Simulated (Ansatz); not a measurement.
## Notes on NbCr$_{2}$

```xyz
12
Lattice="4.9099 0.0000 0.0000 -2.4549 4.2521 0.0000 0.0000 0.0000 8.0373" Properties=species:S:1:pos:R:3 pbc="T T T"
Cr    2.4549    2.8319    2.0093
Cr   -1.2250    3.5420    6.0279
Cr    1.2299    0.7101    2.0093
Cr    0.0000    1.4202    6.0279
Cr    3.6800    0.7101    2.0093
Cr    1.2250    3.5420    6.0279
Nb   -0.0002    2.8349    0.5063
Nb    2.4547    1.4172    4.5250
Nb   -0.0002    2.8349    3.5123
Nb    2.4549    1.4176    7.5309
Cr    0.0000    0.0000    0.0000
Cr    0.0000    0.0000    4.0186
```

Single point in Ansatz 0.2.0 with r2SCAN, no spin polarisation. Cutoff 500 eV, PAW datasets, 8×8×4 Γ-centred k mesh, gaussian filling (width 0.1445 eV).

Is it stable against the elements?

0.17 eV an atom against the elements' usual phases (free molecules for gases, crystals otherwise, with no correction for O₂ or N₂), so at this geometry it isn't bound against them. Relaxing would lower it.

Where is the largest force?

The largest is on Cr1 (and as large on other atoms): 0.51 eV/Å, components (0.00, -0.51, 0.00). It makes 30° with the line to a nearest neighbour, Cr5 at 2.45 Å, pointing towards it.

How is the charge shared?

Bader charges in e: Nb +0.78, Cr -0.39. In the mean Nb gives up most and Cr takes most.

Is there a gap?

It is a metal, with about 11 states/eV a cell as the mean within 0.25 eV of the Fermi level, mostly Cr d (69 %) and Nb d (24 %).

What does the stress say?

The pressure is -2.9 GPa (compression positive), so with the atoms held at these fractions the cell would first shrink.

What do density and ELF say about some of the short contacts?

Cr–Cr at 2.45 Å: least valence density 0.39 e/Å³ and ELF 0.28 there. Cr–Nb at 2.88 Å: least valence density 0.26 e/Å³ and ELF 0.30 there. Nb–Nb at 3.01 Å: least valence density 0.23 e/Å³ and ELF 0.21 there. These are pseudo-fields; inside the PAW spheres they differ from the all-electron ones.

Origin: a known structure type with other elements, at an estimated volume, so it need not be a known compound. Caveats: no spin polarisation, so a magnetic state may lie lower.
